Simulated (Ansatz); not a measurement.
Cs2HgS2: input and output

input.yaml (Ansatz 0.2.0)

```yaml
crystal:
  lattice:
    - [7.995034, 0.0, 0.0]
    - [0.0, 10.090569, 0.0]
    - [0.0, 0.0, 4.601914]
  atoms:
    - { symbol: Hg, position: [0.5, 0.5, 0.0] }
    - { symbol: Hg, position: [0.0, 0.0, 0.0] }
    - { symbol: Cs, position: [0.39222, 0.83311, 0.5] }
    - { symbol: Cs, position: [0.60778, 0.16689, 0.5] }
    - { symbol: Cs, position: [0.89222, 0.66689, 0.5] }
    - { symbol: Cs, position: [0.10778, 0.33311, 0.5] }
    - { symbol: S, position: [0.23025, 0.59445, 0.0] }
    - { symbol: S, position: [0.76975, 0.40555, 0.0] }
    - { symbol: S, position: [0.73025, 0.90555, 0.0] }
    - { symbol: S, position: [0.26975, 0.09445, 0.0] }
  symmetry: { tolerance: 0.0003 }
kpoints:
  mp_grid: { grid: [4, 3, 6], shift: [0, 0, 0] }
  band_path:
    path:
      - [0.0, 0.0, 0.0]
      - [0.5, 0.0, 0.0]
      - [0.5, 0.5, 0.0]
      - [0.0, 0.5, 0.0]
      - [0.0, 0.0, 0.0]
      - [0.0, 0.0, 0.5]
      - [0.5, 0.0, 0.5]
      - [0.5, 0.5, 0.5]
      - [0.0, 0.5, 0.5]
      - [0.0, 0.0, 0.5]
      - [0.5, 0.0, 0.0]
    npoints: 6
magnetization:
  spin_polarized: false
scf:
  occupations: { method: fermi_dirac }
  lower_state_search: "off"
  max_iter: 200
hamiltonian:
  pseudopotentials: { kind: paw }
  xc: pbe
basis:
  ecutwfc: 420
  fft_grid_basis: typed
output:
  forces: true
  stress: true
  eigenvalues: true
  bader: true
  populations: true
  elf: true
  write_potential: true
  volumetric_format: npy
  dos:
    e_range: [-12, 8]
    de: 0.05
    projected: { site_lists: { Cs: [Cs], Hg: [Hg], S: [S] } }
checkpoint:
  read: saved_state
```

The saved state is an earlier solution for the same cell, perhaps on another mesh. 

Excerpt of what it printed:

```
Free energy (F): -53926.9143 eV
Harris-Foulkes:  -53926.9143 eV  (|F-HF|=1.69e-7)
Internal energy: -53926.9142 eV  (E = F + TS)
E sigma→0 (E₀):  -53926.9142 eV
Entropy (-TS):    0.0000 eV (-0.002 meV/atom)
Fermi energy:    5.9570 eV
--- Per-component energies (eV) ---
  E_band       = -1328.5542
  E_kinetic    = 2204.2438
  E_local      = -9902.9437  (includes V_loc(G=0)·N_el)
  E_nonlocal   = 376.8835
  E_hartree    = 4180.0751
  E_xc         = -1529.1457
  E_vxc        = -1383.2321  (∫ρ·V_xc dr)
  E_paw        = -42555.4175  (= ΣΔE_a)
  E_vpaw       = -983.6654  (= ΣTr[D̂ρ^β])
  E_aug_tail   = 0.0018  (compensation charges beyond the density's cutoff)
  E_ewald      = -6700.6116
  E_smearing   =  0.0000  (= −TS)
--- Forces (eV/Å), atoms counted from 1 ---
  atom   1  Hg     0.0000     0.0000     0.0000
  atom   2  Hg     0.0000     0.0000     0.0000
  atom   3  Cs    -0.0079    -0.0095     0.0000
  atom   4  Cs     0.0079     0.0095     0.0000
  atom   5  Cs    -0.0079     0.0095     0.0000
  atom   6  Cs     0.0079    -0.0095     0.0000
  atom   7  S      0.3687    -0.1504     0.0000
  atom   8  S     -0.3687     0.1504     0.0000
  atom   9  S      0.3687     0.1504     0.0000
  atom  10  S     -0.3687    -0.1504     0.0000
--- Stress (GPa, compression-positive) ---
       -0.2751       0.0000       0.0000
        0.0000       0.8009       0.0000
        0.0000       0.0000       0.8231
  P = ⅓ Tr σ = 0.4497 GPa (4.497 kbar)
--- Löwdin populations: 10 sites ---
  site symbol       q [e]
     0     Hg     19.0663
     1     Hg     19.0663
     2     Cs      8.2846
     3     Cs      8.2846
     4     Cs      8.2846
     5     Cs      8.2846
     6      S      6.9915
     7      S      6.9915
     8      S      6.9915
     9      S      6.9915
  spilling = 0.0076 (of n_electrons = 100.0000)
--- Bader charges: 10 sites ---
  site symbol  charge [e]  shift [e]
     0     Hg      0.2712     0.0063
     1     Hg      0.2713     0.0063
     2     Cs      0.7814     0.0000
     3     Cs      0.7814     0.0000
     4     Cs      0.7814     0.0000
     5     Cs      0.7814     0.0000
     6      S     -0.9170     0.0031
     7      S     -0.9170     0.0031
     8      S     -0.9170     0.0031
     9      S     -0.9170     0.0031
```

Origin: a known structure type with other elements, at an estimated volume, so it need not be a known compound.
